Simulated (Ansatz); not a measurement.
TlSn (L1₀ or tetragonal B2, space group No. 123), PBE in the plane-wave PAW code Ansatz, all energies at zero smearing, with the estimated change up to a 700 eV cutoff added, with one set of potentials and settings (totals compare only within such a set). Cell of 2 atoms (1 Tl, 1 Sn): -17468.263 eV.

| element | reference phase | E (eV/atom) |
|---|---|---|
| Tl | P6_3/mmc, 2 atoms in the cell | -11444.1498 |
| Sn | Fd-3m, 2 atoms in the cell | -6024.2128 |

Formation energy per atom, worked out: (-17468.263 − 1×(-11444.1498) − 1×(-6024.2128))/2 = 0.050 eV/atom (5 kJ per mol of atoms), at 0 K, without zero-point energy or fitted corrections.

Space group P4/mmm (L1₀ or tetragonal B2). The workflow started from an entry of the Crystallography Open Database (COD). Whether it is the stable phase at ambient conditions was not checked. The PBE relaxation kept the symmetry of its start; whether a distortion lowers the energy is not shown. The references are the lowest solids computed at this level, not always the standard phases. Spin–orbit coupling is left out wherever it is not named.

Potentials: the later of the program's two PAW sets.
